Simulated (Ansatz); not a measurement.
Si2Mo3:
```cif
data_Mo6Si4
_chemical_formula_sum 'Si4 Mo6'
_space_group_name_H-M_alt 'P4/mbm'
_space_group_IT_number 127
_space_group_name_Hall '-P 4 2ab'
_cell_length_a 6.57406
_cell_length_b 6.57406
_cell_length_c 3.25405
_cell_angle_alpha 90.000
_cell_angle_beta 90.000
_cell_angle_gamma 90.000
loop_
_atom_site_label
_atom_site_type_symbol
_atom_site_symmetry_multiplicity
_atom_site_Wyckoff_symbol
_atom_site_fract_x
_atom_site_fract_y
_atom_site_fract_z
_atom_site_occupancy
Si1 Si 4 g 0.36658 0.13342 0.00000 1
Mo1 Mo 2 a 0.00000 0.00000 0.00000 1
Mo2 Mo 4 h 0.16237 0.33763 0.50000 1
```

This is the PBEsol-relaxed structure.

Q: All from DFT-PBEsol in the program Ansatz with PAW potentials, unless another level is named. Estimate the electronic character.

A: metallic (no gap).

Q: What about the density of states at the Fermi level?

A: 0.66 states/eV per atom (mean over ±0.08 eV).

Q: Give the gap with spin–orbit coupling.

A: none (metallic).

The first step of the workflow began from a Materials Project structure, measured or hypothetical; the Crystallography Open Database copy checked does not list it. Its standing as an ambient phase is unchecked. The cell was relaxed with PBEsol under the symmetry of its start; whether a distortion lowers the energy is not shown. No spin polarisation was allowed. Spin–orbit coupling is left out wherever it is not named.

Potentials: the later of the program's two PAW sets.
